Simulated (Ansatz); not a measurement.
Relaxed Mg (hcp, Mg type):

```xyz
4
Lattice="6.3728 0.0000 0.0000 -1.5932 2.7595 0.0000 0.0000 0.0000 5.2238" Properties=species:S:1:pos:R:3 pbc="T T T"
Mg     0.0000     1.8397     3.9178
Mg     3.1864     1.8397     3.9178
Mg     1.5932     0.9198     1.3059
Mg     4.7796     0.9198     1.3059
```

Scan: atom 2 (Mg, nearest neighbour Mg at 3.186 Å; its periodic images, 3.2 Å or more away, move with it) is displaced along Cartesian [111], direction (0.577, 0.577, 0.577) in Cartesian axes, by s. The other atoms stay.

Computed with PBE (plane waves to 420 eV, PAW, scalar-relativistic; Ansatz, an electronic-structure program). k mesh 7×14×7 (Γ-centred), Fermi-Dirac smearing 0.05 eV. The energy includes the smearing's −TS. With partly filled bands, energies and forces of such displacements shift with the k mesh and the smearing. Mg was relaxed with its symmetry unable to fall. ΔE is measured from the undisplaced structure. The last digit holds for this mesh only.

```
s (Å)   ΔE (meV/cell)
------  -------------
-0.320          140.2
-0.256           88.4
-0.192           49.1
-0.128           21.6
-0.064            5.3
0.000             0.0
0.064             5.3
0.128            21.2
0.192            47.7
0.256            85.1
0.320           133.6
```

Question: What force constant k = d²E/ds² at s = 0 does the table give?

Answer: 2.6 eV/Å². It is the second difference of the nearest points, corrected with the next pair.

Question: With k = 2.60 eV/Å² from the forces, is the well harmonic out to s = 0.320 Å?

Answer: ½ks² = 133 meV/cell against the computed 134 meV/cell, so the well is close to harmonic there.

(A displaced cell: forces are minus the slopes of the energy, force constants its curvatures, and phonons follow from these.)
